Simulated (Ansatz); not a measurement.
TaAs in space group I4_1md (No. 109; Ta on 4a, As on 4a) at seven volumes, PBEsol in the plane-wave PAW code Ansatz, shape and atoms relaxed at each. One row is withheld.

```json
[
 {"V (Å³/atom)": "15.488", "P (GPa)": "21.80"},
 {"V (Å³/atom)": "15.999", "P (GPa)": "?"},
 {"V (Å³/atom)": "16.509", "P (GPa)": "6.15"},
 {"V (Å³/atom)": "17.020", "P (GPa)": "0.00"},
 {"V (Å³/atom)": "17.531", "P (GPa)": "-5.24"},
 {"V (Å³/atom)": "18.041", "P (GPa)": "-9.70"},
 {"V (Å³/atom)": "18.552", "P (GPa)": "-13.50"}
]
```

Q: Fit the shown pressures and predict the withheld one.

A: Third-order Birch–Murnaghan: P = (3/2)B₀(x^(7/2) − x^(5/2))[1 + (3/4)(B′ − 4)(x − 1)] with x = (V₀/V)^(2/3). Least squares on the six rows gives V₀ = 17.020 Å³/atom, B₀ = 188.6 GPa, B′ = 4.30. At V = 15.999, x = 1.0421 and P = 13.33 GPa. The run itself gave 13.36 GPa.

The PBEsol relaxation kept the symmetry of its start. The run is not spin-polarised. Scalar-relativistic: spin–orbit coupling is off unless named, which matters more the heavier the elements.

Potentials: the later of the program's two PAW sets.
